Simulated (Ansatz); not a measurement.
Input:

BAs:
```
CELL_PARAMETERS angstrom
      0.00000     2.40456     2.40456
      2.40456     0.00000     2.40456
      2.40456     2.40456     0.00000
ATOMIC_POSITIONS crystal
  As 0.75000 0.75000 0.75000
  B  0.00000 0.00000 0.00000
```

This is the PBE-relaxed structure.

Q: All from the program Ansatz at the PBE level (PAW), unless another level is named. Give the hole effective mass, band 3 of 3 at the edge.

A: 0.21 along [100], 0.12 along [110], 0.10 along [111] (mₑ).

Q: Next, the hole effective mass, band 2 of 3 at the edge?

A: 0.24 along [100], 0.24 along [110], 0.57 along [111] (mₑ).

Q: What about the band gap?

A: 1.20 eV (indirect).

Q: Next, the smallest direct gap on the standard path?

A: 3.26 eV.

Q: What about the conduction-band minimum?

A: on the Γ–X line, 80 % of the way from Γ (6 equivalent valleys).

Space group F-43m (zinc blende). Symmetry was held in the PBE relaxation. Scalar-relativistic: spin–orbit coupling is off unless named, which matters more the heavier the elements.

Potentials: the later of the program's two PAW sets.
